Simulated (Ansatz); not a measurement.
YMn3 in the AuCu3-type structure

Level of theory: DFT, PBE, scalar-relativistic, collinear spin; plane waves to 420 eV with PAW datasets (Ansatz 0.2.0), 8×8×8 k-mesh, Gaussian smearing of 0.05 eV. The datasets are Ansatz's generated set soft_2.

```xyz
4
Lattice="4.1069 0.0000 0.0000 0.0000 4.1069 0.0000 0.0000 0.0000 4.1069" Properties=species:S:1:pos:R:3 pbc="T T T"
Y     0.0000    0.0000    0.0000
Mn    0.0000    2.0535    2.0535
Mn    2.0535    2.0535    0.0000
Mn    2.0535    0.0000    2.0535
```

The structure was built from a prototype; whether the compound forms in it isn't claimed.

The geometry is fixed. Moments are started on Mn in several ways. Signs follow the order of those atoms. q is the propagation vector of an order in a doubled cell, in units of this cell's reciprocal vectors; doubled cells take an equivalent mesh or are counted from a ferromagnetic run in the same cell, unless said otherwise. Energies count from the first row, the state in which the cell was relaxed.

The starts:
- ferromagnetic
- no spin polarisation
- ferrimagnetic in the cell, signs ++-
- antiparallel, q = (0, 0, 1/2), signs +++---
- antiparallel, q = (0, 1/2, 1/2), signs +++---
- antiparallel, q = (1/2, 1/2, 1/2), signs +++---
- small parallel moments

Q: Which start ends lowest, and how far above it lies the solution without spin polarisation?

A: Lowest, alike within 0.5 meV/atom: ferromagnetic; small parallel moments (which grew into the full parallel moments). Without spin polarisation the energy is 645 meV/atom higher.

```tsv
start	largest typed moment (μB)	ΔE (meV/atom)	gap on the mesh (eV)	P (GPa)	final spin moments (μB)
ferromagnetic	3.65	0.0	metal	0.0	Y -0.16; Mn 3.32
no spin polarisation	0.00	644.6	metal	-15.9	none
ferrimagnetic in the cell, signs ++-	3.50	35.8	metal	-0.4	Y -0.06; Mn 3.14, -3.45
antiparallel, q = (0, 0, 1/2), signs +++---	3.50	9.9	metal	-0.5	Y -0.14, 0.14; Mn 3.28, 3.10, -3.28, -3.10
antiparallel, q = (0, 1/2, 1/2), signs +++---	3.50	36.6	metal	-0.7	Mn 3.25, 3.21, -3.25, -3.21
antiparallel, q = (1/2, 1/2, 1/2), signs +++---	3.50	81.6	metal	-1.7	Mn 3.10, -3.10
small parallel moments	0.50	0.0	metal	0.0	Y -0.16; Mn 3.32
```

The program noted a lower state or an instability beside: ferrimagnetic in the cell, signs ++-; antiparallel, q = (0, 0, 1/2), signs +++---; antiparallel, q = (0, 1/2, 1/2), signs +++---; antiparallel, q = (1/2, 1/2, 1/2), signs +++---. The lower rows of the table may be what it saw.

The atoms aren't at rest in: antiparallel, q = (0, 0, 1/2), signs +++--- (forces up to 0.79 eV/Å); antiparallel, q = (0, 1/2, 1/2), signs +++--- (forces up to 0.21 eV/Å), so relaxing would lower these rows.

The cell was relaxed in the state of the first row, and its shape doesn't suit: ferrimagnetic in the cell, signs ++- (uneven stress of 1.3 GPa).

Without spin polarisation the pressure is 15.9 GPa lower than in the lowest state, so the magnetic solution wants the larger cell.

Only orders that fit these small cells were tried, so the real crystal's order may be another.

Site moments are of spin, integrated over atomic spheres.

The state of the open shells isn't shown to be the lowest.
